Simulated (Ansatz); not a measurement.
Given:

Si3N4:
```cif
data_N8Si6
_chemical_formula_sum 'N8 Si6'
_space_group_name_H-M_alt 'P 1'
_space_group_IT_number 1
_cell_length_a 5.58991
_cell_length_b 5.58991
_cell_length_c 5.58991
_cell_angle_alpha 109.471
_cell_angle_beta 109.471
_cell_angle_gamma 109.471
loop_
_space_group_symop_operation_xyz
  'x, y, z'
loop_
_atom_site_label
_atom_site_type_symbol
_atom_site_fract_x
_atom_site_fract_y
_atom_site_fract_z
_atom_site_occupancy
N1 N 0.56149 0.56149 0.56149 1
N2 N 0.43851 0.50000 0.00000 1
N3 N 0.50000 0.00000 0.93851 1
N4 N 0.00000 0.43851 0.50000 1
N5 N 0.93851 0.50000 0.00000 1
N6 N 0.06149 0.06149 0.06149 1
N7 N 0.00000 0.93851 0.50000 1
N8 N 0.50000 0.00000 0.43851 1
Si1 Si 0.25000 0.12500 0.87500 1
Si2 Si 0.87500 0.25000 0.12500 1
Si3 Si 0.75000 0.37500 0.62500 1
Si4 Si 0.62500 0.75000 0.37500 1
Si5 Si 0.12500 0.87500 0.25000 1
Si6 Si 0.37500 0.62500 0.75000 1
```

This is the PBEsol-relaxed structure.

**Question.** All from DFT-PBEsol in the program Ansatz with PAW potentials, unless another level is named. Give the Born charges (a third of the trace).

**Answer.** N -2.57, Si +3.42 e.

**Question.** Next, the electronic dielectric constant ε∞ (DFPT)?

**Answer.** 4.75.

**Question.** Predict the largest static χ(2) component.

**Answer.** 6.4 pm/V.

Space group I-43d. The workflow started from an entry of the Crystallography Open Database (COD), which files this formula under 4 space groups. It is not the phase usual at ambient conditions (space group No. 176). The cell was relaxed with PBEsol under the symmetry of its start; whether a distortion lowers the energy is not shown.

Potentials: the earlier of the program's two PAW sets. The files were generated under PBE; for other functionals the program regenerates the frozen cores, and for LDA and PBEsol the local potential too.
